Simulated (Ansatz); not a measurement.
La:
```xyz
2
Lattice="0.0000 3.2810 3.2810 3.2810 0.0000 3.2810 3.2810 3.2810 0.0000" Properties=species:S:1:pos:R:3 pbc="T T T"
La     0.0000     0.0000     0.0000
La     1.6405     1.6405     1.6405
```

Relaxed with PBEsol. Special points in fractions of this cell's reciprocal vectors: Γ (0.000, 0.000, 0.000); X (0.500, 0.000, 0.500); U (0.625, 0.250, 0.625); K (0.375, 0.375, 0.750); L (0.500, 0.500, 0.500); W (0.500, 0.250, 0.750).

Q: List the band energies nearest the Fermi level at these points for PBEsol (plane waves, PAW; program Ansatz).

A: In eV from the Fermi level; about four levels below and three above (degenerate sets whole), none deeper than 8.9 eV; points with the same levels are listed once.

```
k                    below                above
-  -----------------------  -------------------
Γ        -2.36 -0.77 -0.77       0.94 0.94 0.94
X  -1.78 -1.78 -0.14 -0.14  0.75 0.75 1.79 1.79
U        -2.14 -1.39 -0.69       0.66 0.97 1.00
L  -1.22 -0.63 -0.63 -0.17       0.06 0.06 1.73
W              -1.96 -1.96  0.06 0.06 1.26 1.26
```

Space group Fd-3m (diamond). The start of the workflow was typed in or built on a structure type; neither database checked (COD, Materials Project) lists it. It is not the phase usual at ambient conditions (space group No. 194). The PBEsol relaxation kept the symmetry of its start. At this level the phase is mechanically unstable. The volume moved by -40 % from the start of the relaxation. Scalar-relativistic: spin–orbit coupling is off unless named, which matters more the heavier the elements.

Potentials: the later of the program's two PAW sets.
